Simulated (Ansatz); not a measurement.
Bi₂Te₃:
```
Bi2Te3
1.0
    4.43351     0.00000     0.00000
   -2.21676     3.83954     0.00000
    0.00000     0.00000    11.14299
Bi Te
2 3
Direct
  0.33333   0.66667   0.18493
  0.66667   0.33333   0.81507
  0.00000   0.00000   0.00000
  0.33333   0.66667   0.66039
  0.66667   0.33333   0.33961
```

Relaxed with PBE. Special points in fractions of this cell's reciprocal vectors: Γ (0.000, 0.000, 0.000); M (0.500, 0.000, 0.000); K (0.333, 0.333, 0.000); A (0.000, 0.000, 0.500); L (0.500, 0.000, 0.500); H (0.333, 0.333, 0.500).

Task: List the band energies nearest the valence-band maximum at these points for DFT-PBE in the program Ansatz with PAW potentials.

Result: In eV from the valence-band maximum; about four levels below and three above (degenerate sets whole), none deeper than 8.9 eV; points with the same levels are listed once.

| k | below | above |
|---|---|---|
| Γ | -1.08 -1.08 -0.44 -0.44 -0.06 | 0.73 1.38 1.38 |
| M | -2.02 -2.02 -1.33 -0.73 -0.67 | 1.23 2.23 2.56 |
| K | -2.13 -2.13 -1.08 -0.84 -0.84 | 1.52 2.68 2.68 |
| A | -0.99 -0.99 -0.50 -0.50 -0.32 | 0.89 1.41 1.41 |
| L | -1.71 -1.21 -0.64 -0.59 | 1.30 1.93 1.96 |
| H | -2.57 -2.57 -1.34 -0.29 -0.29 | 2.10 2.10 2.10 |

Space group P-3m1 (La2O3 or Ni2Al3 type). A made-up cell: these elements were put on the sites of a structure type; neither database checked (COD, Materials Project) lists it. It is not the phase usual at ambient conditions (space group No. 166). Symmetry was held in the PBE relaxation; whether a distortion lowers the energy is not shown. Scalar-relativistic: spin–orbit coupling is off unless named, which matters more the heavier the elements.

Potentials: the earlier of the program's two PAW sets.
